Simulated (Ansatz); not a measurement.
One crystal and one scan (energy over volume and axial ratio) at two levels, PBE (plane waves to 420 eV, PAW, scalar-relativistic; Ansatz, a quantum-chemistry and plane-wave program) and r2SCAN (plane waves to 500 eV, PAW, scalar-relativistic; Ansatz), each from its own relaxed cell and on its own mesh. The cell shown is that of PBE.

HfO2 (tetragonal-ZrO2 type, space group P4_2/nmc)

```
HfO2
1.0
    3.60482     0.00000     0.00000
    0.00000     3.60482     0.00000
    0.00000     0.00000     5.26502
Hf O
2 4
Direct
  0.00000   0.00000   0.00000
  0.50000   0.50000   0.50000
  0.00000   0.50000   0.19324
  0.00000   0.50000   0.69324
  0.50000   0.00000   0.30676
  0.50000   0.00000   0.80676
```

The relaxed cell is deformed in two ways at once: its volume V is scaled, and at that volume it is stretched along z (the c axis of the conventional cell) so that c/a changes. Fractional atomic positions are held.

E stands for the smeared free energy. HfO2 is run without spin polarisation. HfO2 was relaxed with its symmetry unable to fall. Spin-orbit coupling is left out, though Hf is heavy. The PAW data are Ansatz's earlier set. This is a high-temperature form of HfO2. As the atoms are clamped, bonds stretch with the cell, which overstates energies and stresses. Percentages come from the unrounded values. Both scans cover V/V₀ from 0.960 to 1.040 and (c/a)/(c/a)₀ from 0.920 to 1.080.

Results of PBE:

```
Property                                                                                      Value
--------------------------------------------------------------------------------------------  -----
Lattice constant a (Å)                                                                        3.605
Lattice constant c (Å)                                                                        5.265
Relaxed volume (Å³/atom)                                                                      11.40
Modulus against c/a change at fixed volume, (3/4V)·∂²E/∂(ln c/a)² (fit, atoms clamped) (GPa)    160
```

Task: What does r2SCAN give for the same quantities?

Result: 
```csv
quantity,r2SCAN,PBE − r2SCAN
Lattice constant a (Å),3.577,+0.028 (+0.8 %)
Lattice constant c (Å),5.204,+0.061 (+1.2 %)
Relaxed volume (Å³/atom),11.10,+0.30 (+2.8 %)
"Modulus against c/a change at fixed volume, (3/4V)·∂²E/∂(ln c/a)² (fit, atoms clamped) (GPa)",182,-22 (-12 %)
```

PBE gives the higher value for: lattice constant a; lattice constant c; relaxed volume. PBE gives the lower value for: modulus against c/a change at fixed volume.

(A scan under strain: stresses follow from slopes of the energy per volume, elastic moduli from its curvatures.)
